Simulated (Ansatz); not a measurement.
Consider the following.

TiAl:
```xyz
2
Lattice="3.1243 0.0000 0.0000 0.0000 3.1243 0.0000 0.0000 0.0000 3.1243" Properties=species:S:1:pos:R:3 pbc="T T T"
Ti     0.0000     0.0000     0.0000
Al     1.5622     1.5622     1.5622
```

This is the LDA-relaxed structure.

### Question
All from DFT-LDA in the program Ansatz with PAW potentials, unless another level is named. Give the bulk modulus (Birch–Murnaghan fit).

### Answer
125 GPa.

### Question
What about the highest zone-centre frequency?

### Answer
328 cm⁻¹.

### Question
And the elastic constants (relaxed ions, GPa)?

### Answer
C11 = 80.0, C12 = 148, C44 = 77.2.

Space group Pm-3m (CsCl type). The first step of the workflow began from a Materials Project structure, measured or hypothetical; the Crystallography Open Database copy checked does not list it. With Ti and Al taken as one species the cell has the higher symmetry Im-3m, so it may be an ordered model of a mixed-site phase. It is not the phase usual at ambient conditions (space group No. 123). The LDA relaxation kept the symmetry of its start. At this level the phase is mechanically unstable. No spin polarisation was allowed. As this level gives no gap, shear constants depend on the k-mesh and smearing (Fermi–Dirac, 0.1 eV here). As this level gives no gap, phonon frequencies hold no LO–TO term and depend on the k-mesh and smearing (Fermi–Dirac, 0.1 eV here).

Potentials: the earlier of the program's two PAW sets.
